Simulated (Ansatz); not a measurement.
# Run record: elastic constants by finite strains of LuSb (Fm-3m)

Level of theory: PBEsol, PAW on Ansatz 0.2.0's default frozen-core files (fitted under PBE), scalar-relativistic.

The cell comes from a PAW relaxation under the same functional.

The structure is one entry of a database and needn't be the stable phase.

Command line:

```sh
ansatz run input.yaml --threads 1 --pin off --max-ram 2560MiB --backend cpu --events-out ev --progress --plain --runs-dir out
```

Input file:

```yaml
crystal:
  lattice:
    - [0.0, 2.99824664893, 2.99824664893]
    - [2.99824664893, 0.0, 2.99824664893]
    - [2.99824664893, 2.99824664893, 0.0]
  atoms:
    - { symbol: Lu, position: [0.0, 0.0, 0.0] }
    - { symbol: Sb, position: [0.5, 0.5, 0.5] }
kpoints:
  mp_grid: { grid: [14, 14, 14] }
scf:
  occupations: { method: fermi_dirac, width: 0.05 }
hamiltonian:
  xc: pbesol
  pseudopotentials: { kind: paw }
elastic:
  mode: relaxed_ion
  stencil: two_point
  amplitude: 0.008
```

Output:

```
Warning: RAYON_NUM_THREADS=1 ignored (pool sized by the plan → 1); use --threads N
Engine: ansatz 0.2.0, aarch64-unknown-linux-gnu
Pseudopotentials: kind: paw
Pseudopotential: Lu, paw, valence charge 25, recommended cutoff 420 eV (normal), Lu.paw.azcp
Pseudopotential: Sb, paw, valence charge 15, recommended cutoff 420 eV (normal), Sb.paw.azcp
Functional definition: PBEsol
  exchange = pbesol_x
  correlation = pbesol_c
Crystal: 2 atoms, lattice volume = 53.905 Å³
Basis set: ecut = 420 eV, 1067 PW (Γ), exchange–correlation on 60×60×60 points (8 copies of the dense FFT grid, shifted against one another)
Bands: 24, of which v1, the nominal top of the filled ones, is band 20 counted from 1 (19 counted from 0)
Symmetry: 48 space group operations
Space group: Fm-3m (ITA 225), of the structure as read, at distance tolerance 3.8e-5 Å
k-points: 104 of 2744
Non-local potential: Lu, projectors of the file, l = 0: 3, l = 1: 2, l = 2: 2, l = 3: 3
Non-local potential: Sb, projectors of the file, l = 0: 2, l = 1: 2, l = 2: 2, l = 3: 2
PAW form: soft (Blöchl's): semilocal exchange-correlation on the pseudo side does not see the compensation charge
PAW frozen core: Lu, regenerated for the run's functional, and the local potential with it (the file was generated under x = pbe(κ = 0.804, μ = 0.2195149727645171), c = pbe(β = 0.06672455060314922))
PAW frozen core: Sb, regenerated for the run's functional, and the local potential with it (the file was generated under x = pbe(κ = 0.804, μ = 0.2195149727645171), c = pbe(β = 0.06672455060314922))
PAW one-centre angular grid: Lu, 590 points (default); XC on 64 Gauss nodes
PAW one-centre angular grid: Sb, 590 points (default); XC on 64 Gauss nodes
Initial density: superposition of atomic densities (neutral atoms: chi_scale 0, normalization atom), corrected by the library's trained network
Initial wavefunctions: pseudopotential atomic-orbital guess
Functional: x = pbesol(κ = 0.804, μ = 0.12345679012345678), c = pbesol(β = 0.046)
[... 95 lines left out ...]
  E_vpaw       = -147.608102  (= ΣTr[D̂ρ^β])
  E_aug_tail   = 0.000032  (compensation charges beyond the density's cutoff)
  E_ewald      = -5660.487905
  E_core_change = 1.524025  (= ΣΔE_core)
  E_smearing   = -0.002814  (= −TS)
  E_closure    = 0.000000  (closes the sum)
  Σ components = -21021.625135   (vs F -21021.625135, Δ=0.00e0)
--- Forces (eV/Å), atoms counted from 1 ---
  atom   1  Lu    -0.00000000     0.00000000    -0.00000000
  atom   2  Sb     0.00000000    -0.00000000    -0.00000000
  max |Σ_I F_I| component: 5.96e-29 eV/Å
--- Stress (GPa, compression-positive) ---
       -0.009362       0.000000       0.000000
        0.000000      -0.009362       0.000000
       -0.000000       0.000000      -0.009362
  P = ⅓ Tr σ = -0.0094 GPa (-0.094 kbar)
--- Elastic constants: 2 strain directions × 2 members + reference (group order 48) ---
  dense FFT box of the reference and of every strained cell: 30×30×30
  strains applied: 11, 23; error gains: componentwise 1.00 (the most a stress slope's error grows in a printed constant), spectral 1.73 (1 for all six strains in a standard setting)
  C = ∂σ_k/∂η_j (tension-positive GPa; Voigt order 11 22 33 23 13 12):
       170.076     16.379     16.379      0.000     -0.000     -0.000
        16.379    170.076     16.379     -0.000      0.000     -0.000
        16.379     16.379    170.076     -0.000      0.000      0.000
        -0.000      0.000      0.000     24.563     -0.000     -0.000
        -0.000     -0.000      0.000     -0.000     24.563      0.000
         0.000     -0.000      0.000     -0.000      0.000     24.563
  reference stress σ⁰ (GPa):      0.009      0.009      0.009     -0.000      0.000     -0.000
  C* (energy form; C + prestress term) asymmetry max|C*_kj − C*_jk| = 7.105e-15 GPa — a small one proves nothing (zero by symmetry where the batch's group is 432, −43m or m−3m); a large one is finite-difference/SCF noise where ...
  moduli (Voigt/Reuss/Hill, GPa): K = 67.61/67.61/67.61   G = 45.48/33.75/39.61   E = 99.42   ν = 0.255
  mechanically stable: yes (min eigenvalue of sym C = 24.56 GPa)
  strain η (Voigt 11):  stress-route row diagonal C_11 = 170.08 GPa, energy-path curvature d²(F+E_count+ΔE)/dδ²/Ω₀ = 169.97 GPa
         δ    σ_11 (GPa)             F (eV)   n_scf  n_hpsi   n_pw
    -8.000e-3      -1.4180      -21021.6232717      12  190901   1057   relax 0 steps, max|allowed force component| 2.29e-29 eV/Å
     8.000e-3       1.3032      -21021.6233433      10  163058   1074   relax 0 steps, max|allowed force component| 2.52e-29 eV/Å
  strain η (Voigt 23):  stress-route row diagonal C_44 = 24.56 GPa, energy-path curvature d²(F+E_count+ΔE)/dδ²/Ω₀ = 24.54 GPa
         δ    σ_23 (GPa)             F (eV)   n_scf  n_hpsi   n_pw
    -8.000e-3      -0.1965      -21021.6248728      11  338703   1065   relax 0 steps, max|allowed force component| 6.63e-29 eV/Å
     8.000e-3       0.1965      -21021.6248728       9  268180   1065   relax 0 steps, max|allowed force component| 7.57e-29 eV/Å
```

Self-consistency was reached.

### Strained cells

Elastic constants of a crystal by Kohn-Sham DFT: slopes of the stress over finite engineering strains of the given cell, Voigt indices, Cartesian axes as in the input; stress of each strained cell less that at rest, tension positive.

```
strain component  strain  stress xx (GPa)  stress yy (GPa)  stress zz (GPa)  stress yz (GPa)  stress xz (GPa)  stress xy (GPa)  relaxation steps
              xx  -0.008           -1.427          -0.1308          -0.1308                0                0                0                 0
              xx   0.008            1.294           0.1313           0.1313                0                0                0                 0
              yz  -0.008          -0.0006           0.0009           0.0009          -0.1965                0                0                 0
              yz   0.008          -0.0006           0.0009           0.0009           0.1965                0                0                 0
```

Elastic constants:

- Pressure at rest: -0.009 GPa
- Least elastic eigenvalue: 24.56 GPa
- Elastically stable: yes

| index | elastic (GPa) |
| --- | --- |
| 11 | 170.1 |
| 12 | 16.38 |
| 44 | 24.56 |

Elastic moduli:

Hill averages of a grain aggregate, Debye temperature from the mean sound speed over directions.

* Bulk modulus: 67.61 GPa
* Shear modulus: 39.61 GPa
* Young modulus: 99.42 GPa
* Poisson ratio: 0.2549
* Bulk over shear modulus: 1.707
* Elastic anisotropy index: 1.738
* Least young modulus: 65.73 GPa
* Largest young modulus: 167.2 GPa
* Longitudinal sound speed: 3630 m/s
* Transverse sound speed: 2082 m/s
* Elastic debye temperature: 221.8 K
* Linear compressibility (x, y, z): 4.93, 4.93, 4.93 1/TPa
* Zener ratio: 0.3196
* Cauchy pressure: -8.18 GPa

Known limits: frozen-core PAW files fitted under PBE, their cores solved anew for the functional of the run; responses of metals move with mesh and smearing.

Cost: 2.4 min on 1 thread of Arm Neoverse V1, with other jobs on the host, peak memory 0.71 GiB.
